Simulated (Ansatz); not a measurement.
Here is the system:

NbP2:
```cif
data_Nb4P8
_chemical_formula_sum 'Nb4 P8'
_space_group_name_H-M_alt 'Cmc21'
_space_group_IT_number 36
_space_group_name_Hall 'C 2c -2'
_cell_length_a 3.32298
_cell_length_b 11.52841
_cell_length_c 5.08466
_cell_angle_alpha 90.000
_cell_angle_beta 90.000
_cell_angle_gamma 90.000
loop_
_atom_site_label
_atom_site_type_symbol
_atom_site_symmetry_multiplicity
_atom_site_Wyckoff_symbol
_atom_site_fract_x
_atom_site_fract_y
_atom_site_fract_z
_atom_site_occupancy
Nb1 Nb 4 a 0.00000 0.08970 0.50221 1
P1 P 4 a 0.00000 0.42659 0.37935 1
P2 P 4 a 0.00000 0.69923 0.19345 1
```
(The calculation used a cell of 6 atoms; values per cell refer to that cell.)

This is the r²SCAN-relaxed structure.

All from r²SCAN in the plane-wave PAW code Ansatz, unless another level is named. Give the electronic character.

metallic (no gap).

Predict the density of states at the Fermi level.

0.63 states/eV per atom (mean over ±0.08 eV).

Predict the formation energy from the elements (no fitted shifts).

-0.71 eV/atom.

Space group Cmc2_1. The start of the workflow was typed in or built on a structure type; neither database checked (COD, Materials Project) lists it. Whether it is the stable phase at ambient conditions was not checked. Symmetry was held in the r²SCAN relaxation; its stability against distortions is not shown here. The run is not spin-polarised. The references are the lowest solids computed at this level, not always the standard phases. Scalar-relativistic: spin–orbit coupling is off unless named, which matters more the heavier the elements.

Potentials: the earlier of the program's two PAW sets. The files were generated under PBE; for other functionals the program regenerates the frozen cores, and for LDA and PBEsol the local potential too.
